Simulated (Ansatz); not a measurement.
## Is this SiC structure stable?

It was relaxed at this level from a cell as deposited in COD.

Level of theory: DFT PBE, scalar-relativistic, plane waves, PAW in Ansatz. Settings of the last relaxation (2-atom cell): 420 eV, 10×10×10 k points, Gaussian smearing of 0.02 eV, no spin polarisation.

```yaml
crystal:
  lattice:
    - [0.00000, 2.18972, 2.18972]
    - [2.18972, 0.00000, 2.18972]
    - [2.18972, 2.18972, 0.00000]
  atoms:
    - { symbol: Si, position: [0.00000, 0.00000, 0.00000] }
    - { symbol: C, position: [0.25000, 0.25000, 0.25000] }
```

The zero of energy is the elements' standard structures at the same level; no fitted shifts are applied.

Question: These tests were run: energy against the elements; phonons at Γ; elastic tensor. What do they show?

Answer:

| test | result |
| --- | --- |
| energy against the elements | −0.203 eV/atom |
| phonons at Γ | lowest optical mode 775 cm⁻¹ |
| elastic tensor | least eigenvalue 239 GPa |

It fails none of these tests. Competing phases weren't compared here. Phonons away from Γ weren't computed.

The reference form of C is held partly by dispersion forces, which this level lacks. The run for the phonons used a 10×10×10 k mesh. The run for the elastic tensor used a 10×10×10 k mesh.
